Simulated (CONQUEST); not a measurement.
Worked example: self-consistent single point of AlN (P6_3mc, 8 atoms in the cell; from Materials Project mp-661, changed as shown) in CONQUEST.

Level of theory: LDA (PW92), numerical atomic orbitals double-zeta with polarisation (the shipped basis), PseudoDojo norm-conserving potentials made for LDA (CONQUEST).

The change in words: lattice scaled by 1.02. Reference geometry (P6_3mc):
```yaml
crystal:
  lattice:
    - [3.12859, 0.00000, 0.00000]
    - [0.00000, 5.41888, 0.00000]
    - [0.00000, 0.00000, 5.01696]
  atoms:
    - { symbol: Al, position: [0.50000, 0.16667, 0.49929] }
    - { symbol: Al, position: [0.00000, 0.33333, 0.99929] }
    - { symbol: Al, position: [0.00000, 0.66667, 0.49929] }
    - { symbol: Al, position: [0.50000, 0.83333, 0.99929] }
    - { symbol: N, position: [0.50000, 0.16667, 0.88071] }
    - { symbol: N, position: [0.00000, 0.33333, 0.38071] }
    - { symbol: N, position: [0.00000, 0.66667, 0.88071] }
    - { symbol: N, position: [0.50000, 0.83333, 0.38071] }
```

Reference input (self-consistent single point, DFT, LDA (PW92), numerical atomic orbitals double-zeta with polarisation (the shipped basis), PseudoDojo norm-conserving potentials made for LDA): basis = DZP; Diag.MPMeshX, Y, Z = 8 4 6; potentials = PseudoDojo norm-conserving LDA; Grid.GridCutoff = 140 Ha; DM.SolutionMethod = diagon; Diag.kT = 0.0001 Ha; Diag.GammaCentred = true; minE.SCTolerance = 1.0e-06; SC.MaxIters = 100; SC.LinearMixingFactor = 0.5; SC.KerkerPreCondition = true; SC.KerkerFactor = 0.1 1/bohr. This run's input differs from it in these lines:

```diff
@@ -31,5 +31,5 @@
 # file: AlN.in
-     5.912178256      0.000000000      0.000000000
-     0.000000000     10.240193433      0.000000000
-     0.000000000      0.000000000      9.480680378
+     6.030422199      0.000000000      0.000000000
+     0.000000000     10.444998171      0.000000000
+     0.000000000      0.000000000      9.670293608
 8
```

The program printed (abridged):

```
    new_SC_potl: Starting.  Tolerance:  0.10000E-05

    PulayMixSC: Starting Pulay mixing, A_up =  0.500 A_dn =  0.500
    PulayMixSC: Spin non-polarised calculation.
    PulayMixSC: with Kerker preconditioning, q0 =  0.100
          Harris-Foulkes Energy            :     -1403.770051385368561 eV
          (TS=0 as O(N) or entropic contribution is negligible)
          DFT Total Energy                 :     -1382.828803367336377 eV
          Total number of electrons        :        32.000000000000391
    PulayMixSC: Pulay iteration     1 residual:              0.12500E-01
   [... lines left out ...]
          (TS=0 as O(N) or entropic contribution is negligible)
          DFT Total Energy                 :     -1395.989691265003557 eV
          Total number of electrons        :        32.000028711036336
    PulayMixSC: Pulay iteration     6 residual:              0.15150E-05
          Harris-Foulkes Energy            :     -1395.989691306134091 eV
          (TS=0 as O(N) or entropic contribution is negligible)
          DFT Total Energy                 :     -1395.989691270265212 eV
          Total number of electrons        :        32.000028779332197
    PulayMixSC: Pulay iteration     7 residual:              0.53421E-06
    PulayMixSC: Reached SCF tolerance of  0.53421E-06 after      7 iterations
      | Number of electrons      =        32.000029
      |* band energy as 2Tr[K.H] =      -436.433186710710174 eV
      |  screened ion-ion energy =      -933.096681828531473 eV
      |  Ha correction           =       -64.491005358617983 eV
      |  XC correction           =        38.032036696340754 eV
      |* Harris-Foulkes energy   =     -1395.989691306134091 eV
      |* DFT total energy        =     -1395.989691270265212 eV
      |  estimated accuracy      =        -0.000000035868859 eV

    force: Forces on atoms (eV/a0)
    force:  Atom   X              Y              Z
    force:     1  -0.0000013936   0.0001289661   0.0065198969
    force:     2  -0.0000013936  -0.0001289661   0.0065198969
   [... lines left out ...]
    force: Maximum force :        0.00651990(eV/a0) on atom         2 in z direction
   [... lines left out ...]
    force: Force Residual:        0.00491119 eV/a0
    force: Total stress:         15.84114880     0.00000000    -0.00000492 GPa
                             0.00000000    16.02064945     0.00000000
                            -0.00000174     0.00000000    14.70593035
    force: Average pressure:    -15.52257620 GPa

    force: Finished force
    get_E_and_F: Change in energy during last step of electronic optimisation:  0.10654E-08
```

The run converged in 7 iterations. CONQUEST prints the stress tensor with tension positive. Against the reference run the free energy rises by 44.7 meV/atom, the pressure goes from -5.91 to -15.52 GPa and the gap on the mesh goes from 4.282 to 3.732 eV.

The program uses no crystal symmetry, so grid and mesh can part values that symmetry would make equal. The atom-centred basis is finite, which shifts total energies, pressures and gaps against plane waves. The structure comes from a collection of computed structures, made at another level of theory; the collection holds predicted forms beside known ones.

Cost on one core: very roughly 4 core-minutes.
